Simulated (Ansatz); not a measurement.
SnO$_{2}$:
```xyz
6
Lattice="4.8274 0.0000 0.0000 0.0000 4.8274 0.0000 0.0000 0.0000 3.2382" Properties=species:S:1:pos:R:3 pbc="T T T"
Sn     0.0000     0.0000     0.0000
Sn     2.4137     2.4137     1.6191
O      1.4799     1.4799     0.0000
O      0.9338     3.8937     1.6191
O      3.3475     3.3475     0.0000
O      3.8937     0.9338     1.6191
```

Tensor components refer to the Cartesian frame of this cell.

Q: Give the high-frequency dielectric tensor and the Born effective charge tensors of the independent atoms from DFPT, the program Ansatz at the PBE level (PAW).

A: 
ε∞:
```
4.76  0.00  0.00
0.00  4.76  0.00
0.00  0.00  5.04
```
Z* of atom 1 (Sn), rows: field, columns: displacement, in e:
```
4.17  0.55  0.00
0.55  4.17  0.00
0.00  0.00  4.57
```
Z* of atom 3 (O), rows: field, columns: displacement, in e:
```
-2.08  -0.79   0.00
-0.79  -2.08   0.00
 0.00   0.00  -2.29
```

Static charges for comparison (Bader): Sn1 +2.47, O3 -1.23 e. Born charges measure polarisation by displacement and can exceed these by far.

Space group P4_2/mnm (rutile). Symmetry was held in the PBE relaxation. Scalar-relativistic: spin–orbit coupling is off unless named, which matters more the heavier the elements.

Potentials: the later of the program's two PAW sets.
